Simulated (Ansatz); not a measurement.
**Moving the pressure in KTaO3**

The cell as given:

```cif
data_structure
_symmetry_space_group_name_H-M 'Pm-3m'
_symmetry_Int_Tables_number 221
_cell_length_a 3.9883
_cell_length_b 3.9883
_cell_length_c 3.9883
_cell_angle_alpha 90.000
_cell_angle_beta 90.000
_cell_angle_gamma 90.000
_cell_volume 63.44
loop_
_atom_site_label
_atom_site_type_symbol
_atom_site_symmetry_multiplicity
_atom_site_Wyckoff_symbol
_atom_site_fract_x
_atom_site_fract_y
_atom_site_fract_z
_atom_site_occupancy
Ta1 Ta 1 a 0.00000 0.00000 0.00000 1
K1 K 1 b 0.50000 0.50000 0.50000 1
O1 O 3 d 0.00000 0.00000 0.50000 1
```

Kept alike: task relaxation of cell and atoms; functional PBEsol; k mesh 7 × 7 × 7; occupations fermi-dirac, width 0.05 eV; no spin polarisation. Program: Ansatz, Ansatz PAW, cutoff 420 eV. The mesh is that of the run's cell of 5 atoms. No spin-orbit coupling.

| pressure, P (GPa) | volume (Å³/atom) |
| --- | --- |
| 0 | 12.660 |
| 2 | 12.538 |
| 5 | 12.367 |
| 10 | 12.107 |
| 20 | 11.661 |
| 30 | 11.287 |

The relaxations keep at least the cell's symmetry (Pm-3m). The runs follow the start's structure, whether or not it is the stable one at these pressures. Ansatz's relaxations hold a Pulay term in the stress (up to 0.7 GPa here). P is the pressure aimed at, which the runs meet within some hundredths to tenths of a GPa. All rows use potentials made for PBE.

The volume falls from 12.660 to 11.287 Å³/atom between 0 and 30 GPa. The volume falls ever more slowly, since the solid stiffens under load. At the pressures aimed at, which the runs meet within some tenths of a GPa, the step from 0 to 5 GPa gives a mean bulk modulus near 214 GPa, the last step 307 GPa.
